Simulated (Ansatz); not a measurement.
Input:

CaO₂:
```cif
data_Ca2O4
_chemical_formula_sum 'Ca2 O4'
_space_group_name_H-M_alt 'I4/mmm'
_space_group_IT_number 139
_space_group_name_Hall '-I 4 2'
_cell_length_a 3.24655
_cell_length_b 3.24655
_cell_length_c 6.75865
_cell_angle_alpha 90.000
_cell_angle_beta 90.000
_cell_angle_gamma 90.000
loop_
_atom_site_label
_atom_site_type_symbol
_atom_site_symmetry_multiplicity
_atom_site_Wyckoff_symbol
_atom_site_fract_x
_atom_site_fract_y
_atom_site_fract_z
_atom_site_occupancy
Ca1 Ca 2 b 0.00000 0.00000 0.50000 1
O1 O 4 e 0.00000 0.00000 0.11016 1
```
(The calculation used a cell of 3 atoms; values per cell refer to that cell.)

This is the PBEsol-relaxed structure.

All from PBEsol (plane waves, PAW; program Ansatz), unless another level is named. Give the electron effective mass.

0.73, 2.5, 2.5 mₑ (principal values).

What about the HSE06 gap on the PBEsol cell?

5.05 eV.

Next, the smallest direct gap on the standard path?

3.02 eV.

The workflow started from a Materials Project entry (that database holds measured and hypothetical structures alike); the Crystallography Open Database copy checked does not list it. Whether it is the stable phase at ambient conditions was not checked. The PBEsol relaxation kept the symmetry of its start. At this level the phase is dynamically unstable (imaginary phonons).

Potentials: the later of the program's two PAW sets.
